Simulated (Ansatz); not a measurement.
## Is this Na3BPd structure a true minimum?

It was reached by relaxing an invented guess, and it needn't be the stable form of this composition.

Computed with DFT PBE, scalar-relativistic, plane waves, PAW (Ansatz 0.2.0). Settings: cutoff 420 eV, Γ-centred mesh 8×6×10 on the computed 5-atom cell, Gaussian smearing of 0.10 eV; no spin polarisation.

The cell below (5 atoms, space group Pmm2 (No. 25)) is relaxed within its symmetry.

```cif
data_structure
_symmetry_space_group_name_H-M 'P 1'
_symmetry_Int_Tables_number 1
_cell_length_a 4.8020
_cell_length_b 6.1898
_cell_length_c 3.9908
_cell_angle_alpha 90.000
_cell_angle_beta 90.000
_cell_angle_gamma 90.000
_cell_volume 118.62
loop_
_atom_site_label
_atom_site_type_symbol
_atom_site_fract_x
_atom_site_fract_y
_atom_site_fract_z
_atom_site_occupancy
Na1 Na 0.50000 0.00000 0.77638 1
Na2 Na 0.00000 0.28014 0.27789 1
Na3 Na 0.00000 0.71986 0.27789 1
B1 B 0.50000 0.50000 0.29388 1
Pd1 Pd 0.50000 0.50000 0.79360 1
```

For the test a repeat of it with 10 atoms (edges 3.99, 4.80, 12.38 Å) was strained at random (σ = 1.5 % a component), the atoms were moved at random (σ = 0.05 Å), and all was relaxed again on a coarse 6×4×2 mesh (in the run’s order of axes) with 0.20 eV smearing, with no symmetry imposed.

Problem. Does it come back?

Solution. It doesn't return. The energy falls by 51 meV/atom on that mesh, the volume changes by -2.0 %, and the end has space group P2/m (No. 10) at a loose tolerance. Relaxed again on a 10×8×4 mesh with 0.10 eV smearing, the new structure lies 48 meV/atom below the first (mesh in the axes of the run's cell; the cell below is made exact in the group named). Space group Pm (No. 6), monoclinic, a = 4.053 Å, b = 5.020 Å, c = 11.455 Å, β = 90.9°. Na on its first site is surrounded by 2 B at 3.00–3.04 Å, 2 Pd at 3.05–3.06 Å and 8 Na at 3.57–3.73 Å; Na on its second site has 2 B at 3.00–3.05 Å, 2 Pd at 3.04–3.06 Å and 8 Na at 3.55–3.75 Å; B on its first site is surrounded by 2 Pd at 2.03 Å and 6 Na at 2.92–3.00 Å; around Pd on its first site lie 2 B at 2.03 Å and 6 Na at 2.96–3.06 Å; 6 more sites not described.

```
CELL_PARAMETERS angstrom
4.05259 0.00000 0.00000
0.00000 5.01995 0.00000
-0.18844 0.00000 11.45340
ATOMIC_POSITIONS crystal
Na 0.52372 0.50000 0.49928
Na 0.04495 0.50000 0.00083
Na 0.50924 0.00000 0.14957
Na 0.05059 0.00000 0.64927
Na 0.05064 0.00000 0.35047
Na 0.52419 0.00000 0.85082
B 0.28041 0.50000 0.25040
B 0.28757 0.50000 0.75005
Pd 0.78040 0.50000 0.24954
Pd 0.78754 0.50000 0.74975
```
